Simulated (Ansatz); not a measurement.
The elements of this relaxed trial crystal are hidden behind letters.

```
lattice vectors (Å)
   5.9910   -1.8992    0.0000
   5.9910    1.8992    0.0000
  -0.8107    0.0000    4.7734
fractional positions
X 0.0000 0.0000 0.5000
Z 0.8049 0.8049 0.1768
Z 0.1951 0.1951 0.8232
Z 0.0000 0.0000 0.0000
Q 0.1850 0.1850 0.3161
Q 0.8150 0.8150 0.6839
Q 0.4271 0.4271 0.2165
Q 0.5729 0.5729 0.7835
```

All numbers below come from DFT PBE, scalar-relativistic, plane waves, PAW (Ansatz). Settings of the last relaxation (8-atom cell): 420 eV, 10×10×8 k points, Gaussian smearing of 0.10 eV, collinear spin.

- Space group: C2/m (No. 12)
- Conventional cell: a = 11.982 Å, b = 3.798 Å, c = 4.842 Å, β = 99.6°
- Volume per atom: 13.58 Å³
- Density: 8.00 g/cm³
- Formation energy: −0.16 eV/atom
- Gap on the 10×10×8 mesh of the 8-atom cell: 0 eV (a metal)
- Net moment per atom: 0.22 μB

Energies are uncorrected and count from the elements' standard states at the same level.

**Question.** X is a d-block element of period 4, Z is a d-block element of period 4 and Q is a p-block element of period 4. Which elements are they?

**Answer.** X = Fe, Z = Co, Q = Ge, so the formula is FeCo3Ge4. Density times volume gives a mean mass of 8.00 × 13.58/1.6605 = 65.4 u per atom, and this set has 65.4 u. Fe is surrounded by 6 Ge at 2.42–2.52 Å, 2 Co at 2.42 Å and 2 Co at 2.59 Å; Co on a site of symmetry m is surrounded by 6 Ge at 2.39–2.54 Å, 1 Fe at 2.59 Å, 3 Co at 2.62–2.74 Å and 1 Ge at 3.10 Å; around Ge on its first site lie 5 Co at 2.41–2.54 Å and 1 Fe at 2.52 Å; 2 more sites not described. Other sets within the hints have nearly the same mass, so mass alone doesn't settle it; this one was computed.

The magnetic state reached may not be the lowest. A structure relaxed within its symmetry needn't be a true minimum.
